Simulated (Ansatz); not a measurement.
A geometry of Bi2Te3 away from equilibrium: the start of the relaxation of a relaxed Bi2Te3 cell displaced along its unstable phonon at q = Γ (26i cm⁻¹), largest move 0.15 Å. Level of theory: PBEsol (plane waves to 420 eV, PAW, scalar-relativistic; Ansatz, a program for electronic structure). Γ-centred k-mesh 4×4×4 on the run's cell (coarser than for final values), Fermi–Dirac smearing 0.05 eV.

```xyz
5
Lattice="3.7780 2.1812 3.8731 -3.7780 2.1812 3.8731 0.0000 -4.3625 3.8731" Properties=species:S:1:pos:R:3 pbc="T T T"
Te    -2.3039    -0.1030     5.7006
Te     1.2412    -1.9438     5.7006
Te     1.0628     2.0468     5.7006
Bi     0.0000     0.0000     3.8719
Bi     0.0000     0.0000     7.9473
```

### Question
Predict the force on each atom, in eV/Å.

### Answer
```
atom     Fx     Fy     Fz
----  -----  -----  -----
Te1   -0.02   0.03   0.10
Te2   -0.02  -0.03   0.10
Te3    0.04   0.00   0.10
Bi4    0.00   0.00  -0.24
Bi5    0.00   0.00  -0.06
```

### Question
What is the pressure?

### Answer
+1.0 GPa, compression positive.

### Question
How much energy per atom can still be gained by relaxing?

### Answer
under 0.01 eV/atom; the path ends in R3 (No. 146).

No spin polarisation in the result.

The run could not lose the symmetry of its start, so the end can be a saddle point.

The end of the path is a generated cell of Bi2Te3: the first start was made by placing the elements on the sites of a structure type, and the end was not matched to a known phase here, so it may be hypothetical. Known forms of Bi2Te3 include space group No. 166.
